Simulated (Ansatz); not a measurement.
BeTe:
```yaml
crystal:
  lattice:
    - [0.00000, 2.68007, 2.68007]
    - [2.68007, 0.00000, 2.68007]
    - [2.68007, 2.68007, 0.00000]
  atoms:
    - { symbol: Be, position: [0.00000, 0.00000, 0.00000] }
    - { symbol: Te, position: [0.50000, 0.50000, 0.50000] }
```

Relaxed with PBE. Special points in fractions of this cell's reciprocal vectors: Γ (0.000, 0.000, 0.000); X (0.500, 0.000, 0.500); U (0.625, 0.250, 0.625); K (0.375, 0.375, 0.750); L (0.500, 0.500, 0.500); W (0.500, 0.250, 0.750).

**Question.** List the band energies nearest the Fermi level at these points for DFT-PBE with spin–orbit coupling in the program Ansatz with PAW potentials.

**Answer.** In eV from the Fermi level; about four levels below and three above (degenerate sets whole), none deeper than 8.9 eV; points with the same levels are listed once.

```tsv
k	below	above
Γ	-0.09 -0.09 -0.09 -0.09	2.98 2.98 5.93 5.93
X	-2.90 -2.90 -1.02 -1.02	3.01 3.01 8.49 8.49
U	-5.06 -5.06 -2.44 -2.44	0.46 0.46 5.74 5.74
L	-0.69 -0.69 -0.03 -0.03	2.20 2.20 2.23 2.23
W	-4.83 -4.83 -4.22 -4.22	3.25 3.25 3.37 3.37
```

Space group Fm-3m (rock salt). The start of the workflow was typed in or built on a structure type; neither database checked (COD, Materials Project) lists it. COD files the formula under space group No. 216, so this cell is another polymorph or a model. Its standing as an ambient phase is unchecked. The cell was relaxed with PBE under the symmetry of its start; whether a distortion lowers the energy is not shown. Its formation energy is positive at this level, so the cell may be metastable or incomplete.

Potentials: the earlier of the program's two PAW sets.
